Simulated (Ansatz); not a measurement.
ZnCdSe2:
```yaml
crystal:
  lattice:
    - [4.07132, 0.00000, 0.00000]
    - [0.00000, 4.07132, 0.00000]
    - [0.00000, 0.00000, 5.84140]
  atoms:
    - { symbol: Zn, position: [0.50000, 0.50000, 0.50000] }
    - { symbol: Cd, position: [0.00000, 0.00000, 0.00000] }
    - { symbol: Se, position: [0.00000, 0.50000, 0.72660] }
    - { symbol: Se, position: [0.50000, 0.00000, 0.27340] }
```

Tensor components refer to the Cartesian frame of this cell.

Problem. Give the high-frequency dielectric tensor and the Born effective charge tensors of the independent atoms from DFPT, plane-wave PAW LDA (Ansatz code).

Solution. 
ε∞:
```
8.04  0.00  0.00
0.00  8.04  0.00
0.00  0.00  7.97
```
Z* of atom 1 (Zn), rows: field, columns: displacement, in e:
```
2.15  0.00  0.00
0.00  2.15  0.00
0.00  0.00  1.83
```
Z* of atom 2 (Cd), rows: field, columns: displacement, in e:
```
2.07  0.00  0.00
0.00  2.07  0.00
0.00  0.00  2.34
```
Z* of atom 3 (Se), rows: field, columns: displacement, in e:
```
-2.24   0.00   0.00
 0.00  -1.97   0.00
 0.00   0.00  -2.08
```

Space group P-4m2. The first step of the workflow began from a Materials Project structure, measured or hypothetical; the Crystallography Open Database copy checked does not list it. Whether it is the stable phase at ambient conditions was not checked. Symmetry was held in the LDA relaxation; its stability against distortions is not shown here. Scalar-relativistic: spin–orbit coupling is off unless named, which matters more the heavier the elements.

Potentials: the later of the program's two PAW sets.
